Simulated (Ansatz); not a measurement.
## Stationary points along a deformation path in Si

Computed with DFT r2SCAN, scalar-relativistic, plane waves, PAW (Ansatz 0.2.0). The runs took a 500 eV cutoff, a Γ-centred 28×28×28 mesh and Gaussian smearing (0.15 eV). No spin polarisation. Energies are free energies at this smearing, counted from the undisturbed cell; pressure is positive in compression.

Zero of the scan (relaxed at this level; with this scan's settings it stands at -0.1 GPa; this form isn't the usual structure):

```
CELL_PARAMETERS angstrom
-2.40120 2.40120 1.32237
2.40120 -2.40120 1.32237
2.40120 2.40120 -1.32237
ATOMIC_POSITIONS crystal
Si 0.25000 0.75000 0.50000
Si 0.50000 0.50000 0.00000
```

At fixed volume and fractional coordinates, lengths along (0.000, 0.000, 1.000) are scaled against those across it; ρ is that ratio over its starting value. V = 15.249 Å³/atom. Δσ is the stress along the axis less the mean stress across it (compression positive).

```csv
ρ,ΔE (meV/atom),Δσ (GPa),space group
0.850,114.0,25.28,I4_1/amd
0.920,26.1,10.19,I4_1/amd
0.960,5.8,4.91,I4_1/amd
1.000,0.0,0.03,I4_1/amd
1.100,20.7,-6.71,I4_1/amd
1.200,74.1,-12.17,I4_1/amd
```

Problem. How does the stress give the slope of the energy, and where is the energy stationary?

Solution. Along the path d ln(length) is 2/3 d ln ρ on the axis and −1/3 d ln ρ across it, so dE/d ln ρ = −(2/3) V Δσ: the energy falls with ρ where Δσ is positive. Δσ vanishes or changes sign at ρ = 1.000 (I4_1/amd), a minimum at 0.0 meV/atom. Pairs of stationary points between two samples would go unseen, and could change a minimum read from distant neighbours into a maximum.

Problem. Integrate that slope from ρ = 1 to 1.200 by the trapezoid rule.

Solution. With V/N in Å³ and 1 eV/Å³ = 160.2 GPa the slopes at ρ = 1.000, 1.100, 1.200 are -2, 426, 772 meV/atom per unit of ln ρ. The steps add 20.2 + 52.1 = 72.3 meV/atom, against 74.1 from the energies; the trapezoid rule misses the curvature of the slope within each step.

In a metal these slopes depend on the k mesh and the smearing.

Cost: 6 runs of about 11 core-minutes in all, on Intel Xeon Processor @ 2.50GHz (Skylake/Cascade Lake) (shared hosts).